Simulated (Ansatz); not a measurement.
Input and command of a plane-wave DFT calculation in Ansatz:

```yaml
crystal:
  lattice:
    - [-1.8051280899, 1.8051280899, 3.751834036]
    - [1.8051280899, -1.8051280899, 3.751834036]
    - [1.8051280899, 1.8051280899, -3.751834036]
  atoms:
    - { symbol: B, position: [0.2569450301, 0.2569450301, 0.5138900601] }
    - { symbol: B, position: [0.2569450301, 0.7430549699, 0.0] }
    - { symbol: B, position: [0.7430549699, 0.2569450301, 0.0] }
    - { symbol: B, position: [0.7430549699, 0.7430549699, 0.4861099399] }
    - { symbol: "N", position: [0.6446408721, 0.6446408721, 0.0] }
    - { symbol: "N", position: [0.3553591279, 0.3553591279, 0.0] }
basis:
  ecutwfc: 420
kpoints:
  mp_grid: { grid: [14, 14, 14] }
hamiltonian:
  xc: pbe
scf:
  occupations: { method: gaussian, width: 0.1 }
output:
  forces: true
  stress: true
  eigenvalues: true
relax:
  adjacent_minimum: "off"
  f_tol: 0.01
  max_steps: 80
  cell: { stress_tol: 0.05 }
```

```bash
ansatz run input.yaml --threads 1 --pin off --max-ram 2560MiB --backend cpu --events-out ev --progress --plain --runs-dir out
```

Processor: Intel(R) Xeon(R) 6975P-C (Granite Rapids), 1 thread, on a host shared with other jobs.

Question: How long does it run, and how much memory does it take?

Answer: About 61 s on 1 thread of Intel(R) Xeon(R) 6975P-C (Granite Rapids), on a shared host, peak memory 0.51 GiB. It solves 17 bands at 244 k points (the mesh reduced by the symmetry that the task leaves, which can be less than the crystal's) with about 977 plane waves (on the last cell), in 40 SCF iterations over 8 ionic steps.
